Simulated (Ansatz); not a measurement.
Zr:
```yaml
crystal:
  lattice:
    - [3.18377, 0.00000, 0.00000]
    - [-1.59189, 2.75723, 0.00000]
    - [0.00000, 0.00000, 5.11859]
  atoms:
    - { symbol: Zr, position: [0.33333, 0.66667, 0.25000] }
    - { symbol: Zr, position: [0.66667, 0.33333, 0.75000] }
```

Relaxed with PBEsol. Special points in fractions of this cell's reciprocal vectors: Γ (0.000, 0.000, 0.000); M (0.500, 0.000, 0.000); K (0.333, 0.333, 0.000); A (0.000, 0.000, 0.500); L (0.500, 0.000, 0.500); H (0.333, 0.333, 0.500).

**Question.** List the band energies nearest the Fermi level at these points for the program Ansatz at the PBEsol level (PAW).

**Answer.** In eV from the Fermi level; about four levels below and three above (degenerate sets whole), none deeper than 8.9 eV; points with the same levels are listed once.

| k | below | above |
|---|---|---|
| Γ | -5.75 -3.16 | 0.86 0.86 0.92 |
| M | -2.72 -2.58 -2.28 -0.11 | 0.56 0.75 1.46 |
| K | -2.23 -1.35 -1.35 -1.14 | 0.23 0.23 1.81 |
| A | -4.01 -4.01 -0.02 -0.02 | 0.78 0.78 0.78 0.78 |
| L | -3.00 -3.00 -1.17 -1.17 | 1.76 1.76 2.29 2.29 |
| H | -1.53 -1.53 -1.33 -1.33 | 0.00 0.00 2.05 2.05 |

Space group P6_3/mmc (hcp (Mg type)). The cell was relaxed with PBEsol under the symmetry of its start; of distortions, only those at the zone centre were tested. No spin polarisation was allowed. Scalar-relativistic: spin–orbit coupling is off unless named, which matters more the heavier the elements.

Potentials: the earlier of the program's two PAW sets.
